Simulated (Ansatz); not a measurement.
The relaxed structure here is a generated cell of As2Se3: the first start was made by placing the elements on the sites of a structure type, and the end was not matched to a known phase here, so it may be hypothetical.

The end point of a relaxation of As2Se3. Space group Pnma (No. 62), AFLOW prototype A3B2_oP20_62_3c_2c (D5_8, as in Sb2S3). Method: r2SCAN (plane waves to 500 eV, PAW, scalar-relativistic; Ansatz, an electronic-structure program).

```xyz
20
Lattice="12.1388 0.0000 0.0000 0.0000 3.7177 0.0000 0.0000 0.0000 11.7054" Properties=species:S:1:pos:R:3 pbc="T T T"
As    11.4384     0.9294     2.0496
As     5.3690     0.9294     3.8031
As     0.7004     2.7883     9.6559
As     6.7698     2.7883     7.9023
As     7.5920     0.9294    11.2480
As     1.5226     0.9294     6.3101
As     4.5467     2.7883     0.4574
As    10.6161     2.7883     5.3953
Se     3.6085     0.9294     2.1468
Se     9.6779     0.9294     3.7059
Se     8.5303     2.7883     9.5586
Se     2.4609     2.7883     7.9995
Se     5.4029     0.9294    10.2945
Se    11.4722     0.9294     7.2636
Se     6.7359     2.7883     1.4109
Se     0.6665     2.7883     4.4418
Se     7.6937     0.9294     6.5437
Se     1.6243     0.9294    11.0144
Se     4.4451     2.7883     5.1617
Se    10.5145     2.7883     0.6910
```

Predict the band gap from r2SCAN.

0.93 eV, indirect (valence top at k = (0, 0.1429, 0), conduction bottom at U) (no spin-orbit coupling).

What smallest direct gap does r2SCAN give?

1.00 eV at U.

No spin polarisation in the result.

The run could not lose the symmetry of its start, so the end can be a saddle point.
